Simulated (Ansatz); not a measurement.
# From three elastic constants to directional properties of SiC

All numbers below come from Ansatz, DFT LDA, scalar-relativistic, plane waves, PAW. Settings: 420 eV plane-wave cutoff, Γ-centred 8×8×8 mesh, fixed occupations. No spin polarisation.

The cell is fixed (symmetry leaves no force on the atoms) and stands under 0.0 GPa:
```cif
data_structure
_symmetry_space_group_name_H-M 'F-43m'
_symmetry_Int_Tables_number 216
_cell_length_a 4.3290
_cell_length_b 4.3290
_cell_length_c 4.3290
_cell_angle_alpha 90.000
_cell_angle_beta 90.000
_cell_angle_gamma 90.000
_cell_volume 81.13
loop_
_atom_site_label
_atom_site_type_symbol
_atom_site_symmetry_multiplicity
_atom_site_Wyckoff_symbol
_atom_site_fract_x
_atom_site_fract_y
_atom_site_fract_z
_atom_site_occupancy
Si1 Si 4 a 0.00000 0.00000 0.00000 1
C1 C 4 d 0.25000 0.25000 0.75000 1
```

The cell is the ideal cubic zincblende prototype.

With ions relaxed, on the cubic axes: C11 = 403.5, C12 = 143.0, C44 = 251.9 GPa. The density is 3.283 g/cm³.

Q: Is the crystal stable against strain, and how anisotropic is it?

A: Born's conditions hold: C11 + 2C12 = 689.4, C11 − C12 = 260.5 and C44 = 251.9 GPa are all positive. B = (C11 + 2C12)/3 = 229.8 GPa. The two shear moduli are C44 and C′ = (C11 − C12)/2 = 130.2 GPa, so Zener's ratio is A = C44/C′ = 1.93: the tetragonal shear C′ is the soft one, as in many fcc and bcc metals and zincblende crystals. The Cauchy pressure C12 − C44 is -109.0 GPa; it would vanish for pair forces between atoms on inversion centres at zero pressure, and a negative value is usual with directional bonding, though many-body forces give one in some ionic oxides too.

Q: Give the sound speeds along the three symmetry directions.

A: The Christoffel equation gives ρv² for each branch:
```tsv
direction	branch	ρv²	GPa	v (m/s)
[100]	L	C11	403.5	11086
[100]	T (×2)	C44	251.9	8761
[110]	L	(C11 + C12 + 2C44)/2	525.2	12648
[110]	T, u ∥ [001]	C44	251.9	8761
[110]	T, u ∥ [1-10]	(C11 − C12)/2	130.2	6299
[111]	L	(C11 + 2C12 + 4C44)/3	565.7	13128
[111]	T (×2)	(C11 − C12 + C44)/3	170.8	7213
```

In a piezoelectric crystal some branches stiffen further, which is left out.

Q: How does Young's modulus depend on direction?

A: Inverting gives S11 = 3.043, S12 = -0.796, S44 = 3.969 TPa⁻¹. Along a unit vector (l, m, n), 1/E = S11 − 2(S11 − S12 − S44/2)(l²m² + m²n² + n²l²), where the last bracket is 0, 1/4 and 1/3 for [100], [110] and [111]: E = 329, 473 and 554 GPa. With A > 1 the body diagonal is stiffest. For a film on (001), the biaxial modulus is C11 + C12 − 2C12²/C11 = 445 GPa and the normal strain is −2C12/C11 = -0.71 times the in-plane one.

Cost: 2 runs of about 0.55 core-minutes in all, on Oxide Virtual Turin-like Processor (Zen 5) (shared hosts).